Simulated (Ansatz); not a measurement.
Ga (diamond, space group No. 227) under volume change, PBEsol in the plane-wave PAW code Ansatz, scaled uniformly.

```json
[
 {"V (Å³/atom)": "21.719", "E − E(relaxed) (meV/atom)": "32.1", "P (GPa)": "5.24"},
 {"V (Å³/atom)": "22.435", "E − E(relaxed) (meV/atom)": "13.4", "P (GPa)": "3.18"},
 {"V (Å³/atom)": "23.151", "E − E(relaxed) (meV/atom)": "3.2", "P (GPa)": "1.45"},
 {"V (Å³/atom)": "23.867", "E − E(relaxed) (meV/atom)": "0.0", "P (GPa)": "0.00"},
 {"V (Å³/atom)": "24.583", "E − E(relaxed) (meV/atom)": "2.8", "P (GPa)": "-1.23"},
 {"V (Å³/atom)": "25.299", "E − E(relaxed) (meV/atom)": "10.7", "P (GPa)": "-2.25"},
 {"V (Å³/atom)": "26.015", "E − E(relaxed) (meV/atom)": "22.7", "P (GPa)": "-3.09"}
]
```

Question: What does a third-order Birch–Murnaghan fit give for V₀, B₀ and B′?

Answer: V₀ = 23.87 Å³/atom, B₀ = 44.3 GPa, B′ = 4.8.

Space group Fd-3m (diamond). The start of the workflow was typed in or built on a structure type; neither database checked (COD, Materials Project) lists it. It is not the phase usual at ambient conditions (space group No. 64). The cell was relaxed with PBEsol under the symmetry of its start. At this level the phase is mechanically unstable. The volume moved by -22 % from the start of the relaxation.

Potentials: the later of the program's two PAW sets.
